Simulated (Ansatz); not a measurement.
Ti₂AlN:
```
Ti2AlN
1.0
    2.96579     0.00000     0.00000
   -1.48290     2.56845     0.00000
    0.00000     0.00000    13.52307
Ti Al N
4 2 2
Direct
  0.33333   0.66667   0.08492
  0.66667   0.33333   0.91508
  0.66667   0.33333   0.58492
  0.33333   0.66667   0.41508
  0.33333   0.66667   0.75000
  0.66667   0.33333   0.25000
  0.00000   0.00000   0.00000
  0.00000   0.00000   0.50000
```

This is the PBEsol-relaxed structure. Cartesian axes are those of the cell as given.

### Question
All from PBEsol in the plane-wave PAW code Ansatz, unless another level is named. Predict the Young's modulus.

### Answer
301 GPa.

### Question
Next, the elastic constants (relaxed ions, GPa)?

### Answer
C11 = 328, C12 = 74.7, C13 = 93.3, C33 = 306, C44 = 136.

Space group P6_3/mmc. The first step of the workflow began from a Materials Project structure, measured or hypothetical; the Crystallography Open Database copy checked does not list it. Its standing as an ambient phase is unchecked. Symmetry was held in the PBEsol relaxation; of distortions, only those at the zone centre were tested. No spin polarisation was allowed. As this level gives no gap, shear constants depend on the k-mesh and smearing (Fermi–Dirac, 0.1 eV here).

Potentials: the later of the program's two PAW sets.
